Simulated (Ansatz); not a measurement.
Ta$_{2}$GeN:
```xyz
8
Lattice="3.2649 0.0000 0.0000 -1.6325 2.8275 0.0000 0.0000 0.0000 12.2525" Properties=species:S:1:pos:R:3 pbc="T T T"
Ge     0.0000     1.8850     9.1894
Ge     1.6325     0.9425     3.0631
Ta     0.0000     1.8850     1.1222
Ta     1.6325     0.9425     7.2484
Ta     1.6325     0.9425    11.1303
Ta     0.0000     1.8850     5.0041
N      0.0000     0.0000     0.0000
N      0.0000     0.0000     6.1262
```

Relaxed with PBE. Special points in fractions of this cell's reciprocal vectors: Γ (0.000, 0.000, 0.000); M (0.500, 0.000, 0.000); K (0.333, 0.333, 0.000); A (0.000, 0.000, 0.500); L (0.500, 0.000, 0.500); H (0.333, 0.333, 0.500).

List the band energies nearest the Fermi level at these points for DFT-PBE with spin–orbit coupling in the program Ansatz with PAW potentials.

In eV from the Fermi level; about four levels below and three above (degenerate sets whole), none deeper than 8.9 eV; points with the same levels are listed once.

```tsv
k	below	above
Γ	-0.40 -0.40 -0.11 -0.11	0.06 0.06 0.51 0.51
M	-0.62 -0.62 -0.20 -0.20	0.68 0.68 0.77 0.77
K	-0.74 -0.74 -0.04 -0.04	0.03 0.03 0.05 0.05
A	-0.56 -0.56 -0.56 -0.56	0.17 0.17 0.17 0.17
L	-0.42 -0.42 -0.42 -0.42	0.66 0.66 0.66 0.66
H	-1.02 -1.02 -0.93 -0.93	0.23 0.23 0.25 0.25
```

Space group P6_3/mmc. The start of the workflow was typed in or built on a structure type; neither database checked (COD, Materials Project) lists it. Its standing as an ambient phase is unchecked. Symmetry was held in the PBE relaxation; whether a distortion lowers the energy is not shown. The run is not spin-polarised.

Potentials: the earlier of the program's two PAW sets.
